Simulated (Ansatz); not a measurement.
The end point of a relaxation of SnO. Method: r2SCAN (plane waves to 500 eV, PAW, scalar-relativistic; Ansatz, a program for electronic structure).

```xyz
4
Lattice="4.3939 0.0000 0.0000 0.0000 4.3939 0.0000 0.0000 0.0000 3.2046" Properties=species:S:1:pos:R:3 pbc="T T T"
O      2.1969     0.0000     1.6023
O      0.0000     2.1969     1.6023
Sn     0.0000     0.0000     0.0000
Sn     2.1969     2.1969     1.6023
```

### Question
Find the space group and the Wyckoff positions (tolerance 0.01 Å).

### Answer
Space group P4/mmm (No. 123); a = b = 4.3939 Å, c = 3.2046 Å, α = β = γ = 90.00°

| atom | site | symmetry | x | y | z |
|---|---|---|---|---|---|
| O | 2e | mmm. | 0.0000 | 0.5000 | 0.5000 |
| Sn | 1a | 4/mmm | 0.0000 | 0.0000 | 0.0000 |
| Sn | 1d | 4/mmm | 0.5000 | 0.5000 | 0.5000 |

### Question
Give the shortest distances between elements (the closest pairs, up to four, under 3.6 Å).

### Answer
O–Sn 2.20 Å; O–O 3.11 Å; Sn–Sn 3.20 Å.

- Volume per atom: 15.47 Å³
- Density: 7.23 g/cm³
- Band gap: no gap (metallic)

No spin polarisation in the result.

The run could not lose the symmetry of its start.

All atoms sit on sites fixed by symmetry, so only the cell could relax.

The first start was generated by a random draw of sites in a space group. Materials Project lists a structure of SnO in the same space group, P4/mmm (No. 123); the sites were not compared with it, nor with measured phases. Known forms of SnO include space group No. 129.
